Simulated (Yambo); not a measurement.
Yambo run on Si (diamond, space group Fd-3m, No. 227). The wavefunctions are PBE (pw.x of Quantum ESPRESSO, ONCV potentials, without SOC) ones on a 4×4×4 mesh (4 occupied bands); a = 3.849 Å, b = 3.849 Å, c = 3.849 Å, α = 60.00°, β = 60.00°, γ = 60.00°.

Yambo input:

```
rim_cut
gw0
dyson
el_el_corr
HF_and_locXC
cohsex
em1s
RandQpts= 1000000
RandGvec= 1 Ry
EXXRLvcs= 36 Ry
VXCRLvcs= 144 Ry
Chimod= "HARTREE"
% BndsRnXs
 1 | 148 |
%
NGsBlkXs= 14 Ry
% LongDrXs
 1.0 | 1.0 | 1.0 |
%
ExtendOut
% QPkrange
 1 | 1 | 4 | 5 |
 7 | 7 | 5 | 5 |
%
```

k points by index: 1 = Γ, 7 = X.

Table of the .qp output:

```
#    K-point    Band    Eo [eV]    E [eV]    E-Eo [eV]    Vxc [eV]    Vnlxc [eV]    Sc|Eo [eV]    Re(Z)    Im(Z)
#
    1    4    0.000000    -3.137897    -3.137897    -11.31682    -12.92778    -1.526943    1.000000    0.000000
    1    5    2.552714    0.642663    -1.910051    -10.00466    -5.714930    -6.199779    1.000000    0.000000
    7    5    0.722751    -1.219801    -1.942552    -8.933218    -5.138198    -5.737571    1.000000    0.000000
```
(The two width columns are left out.) Convergence of these settings isn't established.

Geometry of the Materials Project entry, not relaxed at this level.
